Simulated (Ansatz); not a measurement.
Here is the system:

AlV$_{2}$C:
```
CELL_PARAMETERS angstrom
      2.87895     0.00000     0.00000
     -1.43947     2.49324     0.00000
      0.00000     0.00000    13.02191
ATOMIC_POSITIONS crystal
  Al 0.33333 0.66667 0.25000
  Al 0.66667 0.33333 0.75000
  V  0.33333 0.66667 0.58512
  V  0.66667 0.33333 0.41488
  V  0.66667 0.33333 0.08512
  V  0.33333 0.66667 0.91488
  C  0.00000 0.00000 0.00000
  C  0.00000 0.00000 0.50000
```

This is the PBEsol-relaxed structure. Tensor components refer to the Cartesian frame of this cell.

Q: All from DFT-PBEsol in the program Ansatz with PAW potentials, unless another level is named. Estimate the highest zone-centre frequency.

A: 723 cm⁻¹.

Q: Next, the Young's modulus?

A: 335 GPa.

Q: And the elastic constants (relaxed ions, GPa)?

A: C11 = 356, C12 = 82.9, C13 = 109, C33 = 340, C44 = 159.

Space group P6_3/mmc. The PBEsol relaxation kept the symmetry of its start. No spin polarisation was allowed. As this level gives no gap, shear constants depend on the k-mesh and smearing (Fermi–Dirac, 0.1 eV here). As this level gives no gap, phonon frequencies hold no LO–TO term and depend on the k-mesh and smearing (Fermi–Dirac, 0.1 eV here).

Potentials: the earlier of the program's two PAW sets. The files were generated under PBE; for other functionals the program regenerates the frozen cores, and for LDA and PBEsol the local potential too.
